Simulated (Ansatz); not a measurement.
Input:

PdSb₂ (space group Pa-3)

```
CELL_PARAMETERS angstrom
      6.41610     0.00000     0.00000
      0.00000     6.41610     0.00000
      0.00000     0.00000     6.41610
ATOMIC_POSITIONS crystal
  Sb 0.37287 0.37287 0.37287
  Sb 0.62713 0.62713 0.62713
  Sb 0.12713 0.62713 0.87287
  Sb 0.87287 0.37287 0.12713
  Sb 0.87287 0.12713 0.62713
  Sb 0.12713 0.87287 0.37287
  Sb 0.62713 0.87287 0.12713
  Sb 0.37287 0.12713 0.87287
  Pd 0.00000 0.00000 0.00000
  Pd 0.50000 0.00000 0.50000
  Pd 0.50000 0.50000 0.00000
  Pd 0.00000 0.50000 0.50000
```

The atoms are displaced by Q × the pattern below (from a DFPT mode at Γ, largest move 1; Q in Å), at fixed cell. It is one choice among 3 degenerate patterns.

| atom | x | y | z |
|---|---|---|---|
| Sb1 | 0.053 | 0.678 | -0.733 |
| Sb2 | -0.053 | -0.678 | 0.733 |
| Sb3 | 0.053 | 0.678 | 0.733 |
| Sb4 | -0.053 | -0.678 | -0.733 |
| Sb5 | -0.053 | 0.678 | -0.733 |
| Sb6 | 0.053 | -0.678 | 0.733 |
| Sb7 | -0.053 | 0.678 | 0.733 |
| Sb8 | 0.053 | -0.678 | -0.733 |

Atoms not listed stay in place.

Method: LDA (plane waves to 420 eV, PAW, scalar-relativistic; Ansatz, an electronic-structure program). k mesh 6×6×6 (Γ-centred), Fermi-Dirac smearing 0.05 eV. The energy includes the smearing's −TS. With partly filled bands, energies and forces of such displacements shift with the k mesh and the smearing. PdSb2 is run without spin polarisation. PdSb2 was relaxed with its symmetry unable to fall. Spin-orbit coupling is left out, though Sb is heavy. ΔE is measured from the undisplaced structure.

The scan covers Q from -0.180 to 0.180 Å in 13 points.

**Question.** Is this a single well or a double well?

**Answer.** A single well with its minimum at or next to zero displacement.

**Question.** Which space group does the distorted structure have?

**Answer.** P2_1/c (No. 14), lowered from Pa-3.

**Question.** Is the energy the same for equal positive and negative displacements?

**Answer.** Even: the same for both signs.

**Question.** What is the energy change at Q = 0.180 Å?

**Answer.** 985 meV/cell.

**Question.** What harmonic wavenumber does the curvature at Q = 0 give?

**Answer.** 128 cm⁻¹.

(For displaced atoms, the force is minus the slope of the energy, and its curvature is a force constant, which sets phonon frequencies.)
